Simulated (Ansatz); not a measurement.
**VBiO4: from a starting cell to a relaxed one**

The start is a generated cell, VBiO4 placed in the scheelite structure type. A full variable-cell relaxation at zero pressure is run with PBEsol (plane waves to 420 eV, PAW, scalar-relativistic; Ansatz, an electronic-structure program). The first steps use a coarse 5×5×5 k-mesh.

Starting cell:
```yaml
crystal:
  lattice:
    - [-2.55421, 2.55421, 5.54199]
    - [2.55421, -2.55421, 5.54199]
    - [2.55421, 2.55421, -5.54199]
  atoms:
    - { symbol: Bi, position: [0.75000, 0.25000, 0.50000] }
    - { symbol: Bi, position: [0.00000, 0.00000, 0.00000] }
    - { symbol: V, position: [0.25000, 0.75000, 0.50000] }
    - { symbol: V, position: [0.50000, 0.50000, 0.00000] }
    - { symbol: O, position: [0.09420, 0.98630, 0.40930] }
    - { symbol: O, position: [0.57700, 0.68490, 0.59070] }
    - { symbol: O, position: [0.73630, 0.82700, 0.39210] }
    - { symbol: O, position: [0.43490, 0.34420, 0.60790] }
    - { symbol: O, position: [0.65580, 0.26370, 0.09070] }
    - { symbol: O, position: [0.17300, 0.56510, 0.90930] }
    - { symbol: O, position: [0.01370, 0.42300, 0.10790] }
    - { symbol: O, position: [0.31510, 0.90580, 0.89210] }
```
Spin-polarised start, with parallel moments on V.

Problem. How large is the pressure on the unrelaxed cell, and of which sign?

Solution. +3.6 GPa (positive: the cell is compressed).

Problem. Which atoms feel the largest initial force, and how large is it?

Solution. 0.59 eV/Å, on O5, O6, O7, O8, O9, O10, O11, O12 (atoms numbered as listed).

Problem. How much energy is released per atom?

Solution. 0.02 eV/atom.

Problem. How do the shortest distances between atoms change?

Solution. The closest pairs of elements (up to four, under 3.6 Å), start → end: O–V 1.74 → 1.72 Å; Bi–O 2.38 → 2.42 Å; O–O 2.70 → 2.76 Å.

Problem. Is the relaxed structure metallic? Give its gap.

Solution. 2.16 eV, indirect (valence top at k = (0, 0.1429, 0.2857), conduction bottom at N) (no spin-orbit coupling).

Problem. Write out the relaxed structure.

Solution. 
```cif
data_Bi4O16V4
_chemical_formula_sum 'Bi4 V4 O16'
_space_group_name_H-M_alt 'I41/a :1'
_space_group_IT_number 88
_space_group_name_Hall 'I 4bw -1bw'
_cell_length_a 5.10722
_cell_length_b 5.10722
_cell_length_c 11.57576
_cell_angle_alpha 90.000
_cell_angle_beta 90.000
_cell_angle_gamma 90.000
loop_
_space_group_symop_operation_xyz
  'x, y, z'
  '-y, x+1/2, z+1/4'
  '-x+1/2, -y+1/2, z+1/2'
  'y+1/2, -x, z+3/4'
  '-x, -y+1/2, -z+1/4'
  'y, -x, -z'
  'x+1/2, y, -z+3/4'
  '-y+1/2, x+1/2, -z+1/2'
  'x+1/2, y+1/2, z+1/2'
  '-y+1/2, x, z+3/4'
  '-x, -y, z'
  'y, -x+1/2, z+1/4'
  '-x+1/2, -y, -z+3/4'
  'y+1/2, -x+1/2, -z+1/2'
  'x, y+1/2, -z+1/4'
  '-y, x, -z'
loop_
_atom_site_label
_atom_site_type_symbol
_atom_site_symmetry_multiplicity
_atom_site_Wyckoff_symbol
_atom_site_fract_x
_atom_site_fract_y
_atom_site_fract_z
_atom_site_occupancy
Bi1 Bi 4 a 0.00000 0.00000 0.00000 1
V1 V 4 b 0.00000 0.00000 0.50000 1
O1 O 16 f 0.25048 0.36033 0.07918 1
```
(The calculation used a cell of 12 atoms; values per cell refer to that cell.)

The space group stays I4₁/a (No. 88) (the run could not lower it), with 12 atoms in the primitive cell. Final values are on a 7×7×7 k-mesh of the relaxed cell. No spin polarisation in the result: the starting moments vanished. The d or f electrons are treated with no Hubbard U. Spin-orbit coupling is missing; with elements this heavy it can move band edges by tenths of an eV or more.

The run could not lose the symmetry of its start.

The first start was generated by placing the elements on the sites of a structure type. A measured structure of VBiO4 has the same space group, I4₁/a (No. 88); the sites were not compared with it.
